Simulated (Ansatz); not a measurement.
Relaxing a structure of Mo

The start is a relaxed Mo cell displaced along its unstable phonon at q = (½, ½, 0) of its primitive reciprocal cell (172i cm⁻¹), largest move 0.15 Å. A full variable-cell relaxation at zero pressure is run with r2SCAN (plane waves to 500 eV, PAW, scalar-relativistic; Ansatz, a quantum-chemistry and plane-wave program). The first steps use a coarse 7×14×13 k-mesh.

Starting cell:
```yaml
crystal:
  lattice:
    - [2.62772, -5.03670, 0.00000]
    - [2.62772, 0.00000, 0.00000]
    - [0.00000, 0.00000, 2.51586]
  atoms:
    - { symbol: Mo, position: [0.00000, 0.00000, 0.05962] }
    - { symbol: Mo, position: [0.50000, 0.00000, 0.94038] }
```

- Largest initial force: 1.14 eV/Å, on Mo1, Mo2 (atoms numbered as listed)
- Volume change: -4.0 %, from 16.65 to 15.99 Å³/atom
- Relative to the parent: It does not go back: it reaches I4/mmm (No. 139), 0.57 eV/atom below the parent
- Band gap at the end: no gap (metallic)
- Optimiser moves: 11

The end point of the relaxation:

```cif
data_Mo2
_chemical_formula_sum 'Mo2'
_space_group_name_H-M_alt 'I4/mmm'
_space_group_IT_number 139
_space_group_name_Hall '-I 4 2'
_cell_length_a 2.61847
_cell_length_b 2.61847
_cell_length_c 4.66296
_cell_angle_alpha 90.000
_cell_angle_beta 90.000
_cell_angle_gamma 90.000
loop_
_atom_site_label
_atom_site_type_symbol
_atom_site_symmetry_multiplicity
_atom_site_Wyckoff_symbol
_atom_site_fract_x
_atom_site_fract_y
_atom_site_fract_z
_atom_site_occupancy
Mo1 Mo 2 a 0.00000 0.00000 0.00000 1
```
(The calculation used a cell of 1 atom; values per cell refer to that cell.)

Final values are on a 25×25×25 k-mesh of the relaxed cell. No spin polarisation in the result.

The run could not lose the symmetry of its start, so the end can be a saddle point.

The relaxed structure here is a generated cell of Mo: the first start was made by placing the elements on the sites of a structure type, and the end was not matched to a known phase here, so it may be hypothetical. Known forms of Mo include space group No. 229.
